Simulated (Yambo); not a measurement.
G0W0@PBEsol for KPF6 (space group R-3, No. 148) in Yambo. Reference settings: 2×2×2 Γ-centred k mesh, 157 bands and a 7 Ry block in the screening, 157 bands in G with the Bruneval-Gonze terminator, plasmon pole fitted at 27.2 eV. The PBEsol gap Γ → Γ on this mesh is 7.50 eV; G0W0 gaps are taken between the same points.

The settings were changed. The gap went from 12.27 eV to 12.76 eV, and the shift of the valence edge from -2.88 eV to -2.92 eV.

**Question.** What was changed between the two runs?
A. 6 Ry block
B. 105 bands in G, no terminator
C. 2 Ry block
D. 66 bands in W, 66 bands in G

**Answer.** D, 66 bands in W, 66 bands in G. The others gave (gap, valence shift): 2 Ry block: 13.69, -4.24 eV; 105 bands in G, no terminator: 12.17, -2.51 eV; 6 Ry block: 12.30, -2.92 eV.

Geometry of the Materials Project entry, not relaxed at this level; primitive cell a = b = c = 4.7232 Å, α = β = γ = 97.80°.

The structure is a Materials Project entry; no match was found in the copy of COD used, and its stability was not checked.

A shift is the quasiparticle energy of the state minus its PBEsol energy.
